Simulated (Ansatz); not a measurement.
Crystals of one structure type (zinc blende) and one family of elements, relaxed and computed with DFT-PBE in the program Ansatz with PAW potentials; HSE06 gaps on those cells.

```json
[
 {"crystal": "CdSe", "gap (eV)": "0.49", "HSE06 gap (eV)": "1.41"},
 {"crystal": "CdTe", "gap (eV)": "0.58", "HSE06 gap (eV)": "?"},
 {"crystal": "CdS", "gap (eV)": "1.04", "HSE06 gap (eV)": "2.04"},
 {"crystal": "ZnSe", "gap (eV)": "1.15", "HSE06 gap (eV)": "2.26"},
 {"crystal": "ZnS", "gap (eV)": "2.02", "HSE06 gap (eV)": "3.23"}
]
```

Q: Fit a straight line to E_g(HSE06) against E_g and predict the withheld value.

A: Least squares on the 4 shown rows: E_g(HSE06) = 1.191 × E_g + (0.836), with a scatter of 0.03. For CdTe this gives 1.53. The run itself gave 1.42, outside the scatter: the line misses something about this case.

All cells were relaxed under the symmetry of their starts (and spin orders); stability against distortions was not tested throughout. Scalar-relativistic: spin–orbit coupling is off unless named, which matters more the heavier the elements.

Potentials: the later of the program's two PAW sets.
